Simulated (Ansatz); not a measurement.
CdS (zinc blende)

```yaml
crystal:
  lattice:
    - [0.00000, 2.96355, 2.96355]
    - [2.96355, 0.00000, 2.96355]
    - [2.96355, 2.96355, 0.00000]
  atoms:
    - { symbol: S, position: [0.75000, 0.75000, 0.75000] }
    - { symbol: Cd, position: [0.00000, 0.00000, 0.00000] }
```

The volume is varied about the relaxed value V₀ at fixed cell shape. Symmetry pins the atoms to their sites.

Computed with PBE (plane waves to 420 eV, PAW, scalar-relativistic; Ansatz, a quantum-chemistry and plane-wave program). k mesh 10×10×10 (Γ-centred), Fermi-Dirac smearing 0.05 eV. Energies are smeared free energies. Stress and pressure are positive under compression. CdS was relaxed with its symmetry unable to fall. The PAW data are Ansatz's earlier set. The zero of ΔE is the relaxed starting cell.

| V (Å³/atom) | ΔE (meV/atom) |
|---|---|
| 21.863 | 153.5 |
| 22.904 | 79.3 |
| 23.945 | withheld |
| 24.987 | 7.5 |
| 26.028 | 0.0 |
| 27.069 | 6.4 |
| 28.110 | 24.0 |
| 29.151 | 50.5 |
| 30.192 | 84.0 |

Q: Fit a third-order Birch-Murnaghan form (E₀, V₀, B₀, B₀′ free) to the given rows and predict ΔE at V = 23.945.

A: Least squares on the 8 given rows: ΔE = E₀ + (9V₀B₀/16)·y²·[2 + (B₀′ − 4)y], y = (V₀/V)^(2/3) − 1, with V₀ = 26.030 Å³/atom, B₀ = 53.31 GPa (160.2 GPa = 1 eV/Å³; the term in eV is multiplied by 1000), B₀′ = 4.58, E₀ = 0.01 meV/atom; root-mean-square residual 0.03 meV/atom. At 23.945 the fit gives 32.5 meV/atom; the calculation gives 32.5 meV/atom, the same to the digits shown. For the pressure the fit gives 5.4 GPa against the computed 5.4 GPa.

(Under strain, the slope of the energy per volume gives the stress and its curvature an elastic modulus.)
